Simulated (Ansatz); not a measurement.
**Structures of Mo₃Pb: which is lowest?**

Plane-wave DFT in Ansatz with scalar-relativistic PAW potentials, cutoff 420 eV, Γ-centred meshes chosen by cell and gap, Gaussian smearing with energies taken to zero width. Every cell was relaxed (cell and atoms) in a run of its own, within the symmetry of its start. Functional: PBE.

Relaxed structures (starts from databases or built by putting these elements on another compound's sites):
A. P4mm, 4 atoms in the computed cell, a = 4.170 Å, c = 4.107 Å; sites (symmetry × multiplicity) Mo 2mm. × 2 + 4mm × 1, Pb 4mm × 1; start: built
B. I4/mmm, 4 atoms in the computed cell, a = 4.040 Å, c = 8.569 Å; sites (symmetry × multiplicity) Mo -4m2 × 4 + 4/mmm × 2, Pb 4/mmm × 2; start: built
C. Pm-3m, 4 atoms in the computed cell, a = 4.118 Å; sites (symmetry × multiplicity) Mo 4/mm.m × 3, Pb m-3m × 1; start: built

Rank them by energy. Could pressure change the order?

| structure | group | E − E(lowest) (meV/atom) | V (Å³/atom) | gap on mesh (eV) |
| --- | --- | --- | --- | --- |
| B | I4/mmm | 0.0 | 17.48 | 0.00 |
| A | P4mm | 24.7 | 17.85 | 0.00 |
| C | Pm-3m | 50 | 17.46 | 0.00 |

B is lowest, 25 meV/atom under A. The two lowest differ in volume by under 3 %, too little for a first-order estimate of what pressure does to that pair (other pairs aren't weighed here); with rigid cells even 3 % in favour of the higher one would need about 8 GPa. Other structures may lie lower than all of these, and vibrations aren't counted.

Spin-orbit coupling is left out, which matters for the bands of heavy elements. For Tl, Pb and Bi spin-orbit coupling shifts energies too.